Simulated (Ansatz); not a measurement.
Here is an unrelaxed guess for B₂P₃.

```yaml
crystal:
  lattice:
    - [2.67111, -3.36802, 0.00000]
    - [2.67111, 3.36802, 0.00000]
    - [0.00000, 0.00000, 4.87560]
  atoms:
    - { symbol: B, position: [0.16713, 0.83287, 0.00000] }
    - { symbol: B, position: [0.83287, 0.16713, 0.00000] }
    - { symbol: P, position: [0.50000, 0.50000, 0.69918] }
    - { symbol: P, position: [0.50000, 0.50000, 0.30082] }
    - { symbol: P, position: [0.00000, 0.00000, 0.50000] }
```

Level of theory: Ansatz, DFT PBE, scalar-relativistic, plane waves, PAW. Settings: cutoff 420 eV, Γ-centred mesh 4×4×4 on the computed 5-atom cell, Gaussian smearing of 0.10 eV; no spin polarisation.

The zero of energy is the elements' standard structures at the same level; no fitted shifts are applied. The references include black phosphorus.

Question: Estimate its pressure, forces and energy as it stands.

Answer: The pressure is -11.4 GPa (the mean over three directions, positive in compression), the largest force is 3.37 eV/Å, and the energy is +1.79 eV/atom against the elements. The shortest distance is 1.94 Å.

Question: How much does it gain on relaxing, and where does it end?

Answer: Relaxing gains about 1.1 eV/atom (the start's value is from the coarse mesh, so the gain is rough) in 36 ionic steps and ends at +0.64 eV/atom on the finer mesh. The symmetry stays Cmmm (No. 65). The volume per atom shrinks by 35.7 %, from 17.5 to 11.3 Å³. The shortest distance goes from 1.94 Å (P–P) to 1.73 Å (B–B). Conventional cell: a = 4.148 Å, b = 4.561 Å, c = 5.965 Å. B is surrounded by 1 B at 1.73 Å, 2 P at 2.03 Å, 2 B at 2.15 Å, 4 P at 2.67 Å, 1 B at 2.83 Å, 4 B at 3.08 Å and 2 P at 3.11 Å; around P on a site of symmetry mm2 lie 2 B at 2.03 Å, 2 P at 2.58 Å, 4 B at 2.67 Å and 3 P at 2.75–2.90 Å; around P on a site of symmetry mmm lie 4 P at 2.58 Å, 4 P at 2.75 Å, 4 P at 3.08 Å and 4 B at 3.11 Å.

The last run used a 12×12×6 mesh (in the run's order of axes) for its 5-atom cell and Gaussian smearing of 0.10 eV. An odd number of electrons in the primitive cell allows no gap without spin; a larger cell or a magnetic state could open one. The cell is a metal run without spin; a magnetic state may lie lower. The reference form of P is held partly by dispersion forces, which this level lacks. The relaxation can't lower the symmetry of the start. Symmetry constrained the relaxation, so the result can be a saddle point. Another cell of B2P3 relaxed alike, in R32, lies 0.41 eV/atom lower, so this cell isn't the stable form at this level.
